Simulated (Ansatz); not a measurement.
## Uniaxial strain in Ru

Cell: an entry of the Crystallography Open Database (COD), whose atoms a relaxation with PBE at fixed cell left in place.

```
CELL_PARAMETERS angstrom
2.70580 0.00000 0.00000
-1.35290 2.34329 0.00000
0.00000 0.00000 4.28190
ATOMIC_POSITIONS crystal
Ru 0.33333 0.66667 0.25000
Ru 0.66667 0.33333 0.75000
```

Atoms are numbered from 1 in the order listed; like atoms form one site, named after its first atom.

Level of theory: DFT, PBE, plane waves and PAW, scalar-relativistic, 420 eV cutoff, Γ-centred 20×20×11 k-points, Fermi–Dirac smearing 0.05 eV (Ansatz 0.2.0).

The cell is stretched along z (the third Cartesian axis of the run's cell), x and y held, and the ions relax again each time. Tension counts as positive.

| strain along z (%) | stress along z (GPa) | stress along x (GPa) |
| --- | --- | --- |
| -3 | ? | ? |
| -2 | -18.1 | -9.0 |
| -1 | -10.5 | -6.9 |
| 0 | -3.5 | -5.0 |
| +1 | 3.0 | -3.3 |
| +2 | 8.9 | -1.7 |
| +3 | 14.4 | -0.2 |

Problem. Estimate the row at -3 % from the others.

Solution. stress along z (GPa): -26.2; stress along x (GPa): -11.3. Worked: parabolas through the other 6 rows give -26.2 and -11.2 GPa at -3 %. Their slopes at zero strain are 676 GPa (the stiffness along z) and 183 GPa (the coupling of z to x). They hold at this cell, where the calculated pressure is 4.5 GPa, and with no gap in the run.

All values belong to this cell and structure model.
